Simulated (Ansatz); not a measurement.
SiC:
```
SiC
1.0
    2.61927     0.00000     0.00000
    0.00000     2.61927     0.00000
    0.00000     0.00000     2.61927
Si C
1 1
Direct
  0.00000   0.00000   0.00000
  0.50000   0.50000   0.50000
```

Relaxed with PBEsol. Special points in fractions of this cell's reciprocal vectors: Γ (0.000, 0.000, 0.000); X (0.000, 0.500, 0.000); M (0.500, 0.500, 0.000); R (0.500, 0.500, 0.500).

Q: List the band energies nearest the Fermi level at these points for PBEsol (plane waves, PAW; program Ansatz).

A: In eV from the Fermi level; about four levels below and three above (degenerate sets whole), none deeper than 8.9 eV; … stands for higher levels left out; points with the same levels are listed once.

```json
[
 {"k": "Γ", "below": "-1.16 -1.16 -1.16", "above": "1.84 4.84 4.84"},
 {"k": "X", "below": "–", "above": "0.88 0.88 5.27"},
 {"k": "M", "below": "-8.17 -8.17 -5.52", "above": "2.46 8.94 8.94"},
 {"k": "R", "below": "-4.57 -4.57 -4.57 -1.63 -1.63 -1.63", "above": "…"}
]
```

Space group Pm-3m (CsCl type). A made-up cell: these elements were put on the sites of a structure type; neither database checked (COD, Materials Project) lists it. It is not the phase usual at ambient conditions (space group No. 186, 216). The cell was relaxed with PBEsol under the symmetry of its start. At this level the phase is dynamically unstable (imaginary phonons).

Potentials: the later of the program's two PAW sets.
